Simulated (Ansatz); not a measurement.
⁴⁷Ti NMR of the central transition in TiO2

Cell: a structure deposited in the COD, taken as it stands.

Space group Pbca (No. 61); a = 5.1450, b = 9.1850, c = 5.4470 Å.

```csv
site,Wyckoff,site symmetry,x,y,z
Ti,8c,1,0.1270,0.1270,0.8870
O9,8c,1,0.4650,0.2300,0.8950
O17,8c,1,0.8200,0.0100,0.8450
```

One atom of each set is listed.

The numbers come from a DFT calculation in Ansatz (PBE, plane waves and PAW, scalar-relativistic, 420 eV cutoff, Γ-centred 5×3×5 k-points, Fermi–Dirac smearing 0.02 eV).

⁴⁷Ti has I = 5/2 and Q = 302.0 mb (Pyykkö 2018); at 9.4 T its Larmor frequency is ν₀ = 22.6 MHz. Only the quadrupole interaction is simulated: positions count from each site's isotropic chemical shift, and shift anisotropy, dipolar and J coupling are left out.

Question: What does the ⁴⁷Ti spectrum (static powder) show for each site?

Answer: 

| site | first shell | C_Q (MHz) | η | P_Q (MHz) | δ_QIS (ppm) | breadth (kHz) |
| --- | --- | --- | --- | --- | --- | --- |
| Ti | 6 O at 1.92–1.99 Å | 10.0 | 0.19 | 10.1 | -1200 | 163 |

δ_QIS = −(ν_Q²/30ν₀²)[I(I+1) − 3/4](1 + η²/3) × 10⁶ ppm with ν_Q = 3|C_Q|/[2I(2I−1)]; it falls as 1/B₀² in ppm, and the breadth as 1/B₀ in kHz.

At this cell the PBE pressure is 5 GPa, so with PBE the cell would grow if it were relaxed. The largest force is 0.8 eV/Å, so the atoms aren't at the calculated equilibrium and relaxing them would move these values.
